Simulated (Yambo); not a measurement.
**Convergence of the G0W0 gap of Ca2RuH6**

G0W0@PBEsol for Ca₂RuH₆ (space group Fm-3m, No. 225) in Yambo. Reference settings: 4×4×4 Γ-centred k mesh, bands 5 to 174 and a 8 Ry block in the screening, 174 bands in G with the Bruneval-Gonze terminator, plasmon pole fitted at 27.2 eV. The PBEsol gap W → X on this mesh is 2.34 eV; G0W0 gaps are taken between the same points.

```tsv
change from the reference	G0W0 gap W → X (eV)	shift of the valence edge (eV)	rough Yambo cost
reference settings	3.69	-0.44	1
111 bands in G	3.69	-0.43	–
81 bands in W	3.68	-0.29	about 1/2
3 Ry block	3.64	-0.32	within a factor of two
no random integration	3.64	-0.27	–
```

The reference isn't shown to be the converged limit. Costs are rough (shared machines), scaled to the same edge states, and given only for runs that recompute the screening.

Spin-orbit splittings are left out.

Geometry of the Materials Project entry, not relaxed at this level; primitive cell a = b = c = 5.086 Å, α = β = γ = 60.00°.

The structure is a Materials Project entry; no match was found in the copy of COD used, and its stability was not checked.

A shift is the quasiparticle energy of the state minus its PBEsol energy.
